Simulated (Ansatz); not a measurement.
Relaxed-ion elastic tensor of BiPd (NiAs type, space group No. 194) in GPa (Voigt order), LDA (plane waves, PAW; program Ansatz); density 12.17 g/cm³, 21.52 Å³ per atom.

```
 141   104  96.7   0.0   0.0   0.0
 104   141  96.7   0.0   0.0   0.0
96.7  96.7   154   0.0   0.0   0.0
 0.0   0.0   0.0  44.7   0.0   0.0
 0.0   0.0   0.0   0.0  44.7   0.0
 0.0   0.0   0.0   0.0   0.0  18.3
```

Question: Is the crystal mechanically stable?

Answer: Yes: the smallest eigenvalue of C is 18.3 GPa.

Question: Work out the Voigt, Reuss and Hill averages.

Answer: K_V = 115, K_R = 115, K_H = 115; G_V = 30.8, G_R = 26.4, G_H = 28.6 GPa.

Question: Give Young's modulus, Poisson's ratio, Pugh's ratio and the universal anisotropy index.

Answer: E = 9KG/(3K + G) = 79.2 GPa; ν = 0.38; K/G = 4.01 (ductile by the Pugh limit of 1.75); A_U = 5G_V/G_R + K_V/K_R − 6 = 0.84.

Question: Estimate the sound speeds and the Debye temperature.

Answer: v_l = √((K + 4G/3)/ρ) = 3540 m/s, v_t = √(G/ρ) = 1530 m/s, mean 1730 m/s; Θ = (h/k)(3n/4πV)^(1/3) v_m = 185 K.

Question: How much does each axis shrink under pressure?

Answer: Linear compressibilities β_i = Σ_j S_ij (j = 1 to 3): x 3.0, y 3.0, z 2.7 per TPa.

Space group P6_3/mmc (NiAs type). The first step of the workflow began from a Materials Project structure, measured or hypothetical; the Crystallography Open Database files this formula in space group No. 194, but the cells were not matched. Its standing as an ambient phase is unchecked. The LDA relaxation kept the symmetry of its start; of distortions, only those at the zone centre were tested. The run is not spin-polarised. As this level gives no gap, shear constants depend on the k-mesh and smearing (Fermi–Dirac, 0.1 eV here). Spin–orbit coupling is left out wherever it is not named.

Potentials: the later of the program's two PAW sets.
